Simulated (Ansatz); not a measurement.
An Ansatz (a quantum-chemistry and plane-wave program) input:

Ansatz 0.2 input:
```yaml
crystal:
  lattice:
    - [4.438190274, 0.0, 0.0]
    - [0.0, 2.7575565276, 0.0]
    - [0.0, 0.0, 4.8086173911]
  atoms:
    - { symbol: Ir, position: [0.25, 0.5, 0.6760875453] }
    - { symbol: Ir, position: [0.75, 0.5, 0.3239124547] }
    - { symbol: W, position: [0.25, 0.0, 0.1724713982] }
    - { symbol: W, position: [0.75, 0.0, 0.8275286018] }
kpoints:
  mp_grid: { grid: [7, 11, 6] }
  band_path:
    path:
      - [[0.0, 0.0, 0.0], [0.5, 0.0, 0.0], [0.5, 0.5, 0.0], [0.0, 0.5, 0.0], [0.0, 0.0, 0.0], [0.0, 0.0, 0.5], [0.5, 0.0, 0.5], [0.5, 0.5, 0.5], [0.0, 0.5, 0.5], [0.0, 0.0, 0.5]]  # Γ-X-S-Y-Γ-Z-U-R-T-Z
      - [[0.5, 0.0, 0.0], [0.5, 0.0, 0.5]]  # X-U
      - [[0.0, 0.5, 0.0], [0.0, 0.5, 0.5]]  # Y-T
      - [[0.5, 0.5, 0.0], [0.5, 0.5, 0.5]]  # S-R
    npoints: 6
basis: { xc_grid: 2 }
hamiltonian:
  xc: pbesol
  pseudopotentials: { kind: paw }
magnetization: { noncollinear: true, spin_orbit: true }
scf:
  n_extra_bands: 12
  convergence: { dr2_threshold: 0.0000000001 }
  occupations: { method: gaussian, width: 0.05 }
output: { eigenvalues: true }
```

Q: How many symmetry operations and irreducible k-points will the run report?

A: 8 operations, 96 of 462 k-points.

Q: With a cutoff of 420 eV, how many plane waves at Γ?

A: 1159.

It took very roughly 80 core-seconds on shared server cores.

Space group Pmma. The workflow started from an entry of the Crystallography Open Database (COD). Whether it is the stable phase at ambient conditions was not checked. Symmetry was held in the PBEsol relaxation; whether a distortion lowers the energy is not shown. No spin polarisation was allowed.

Potentials: the later of the program's two PAW sets.

Ansatz is a plane-wave DFT program.
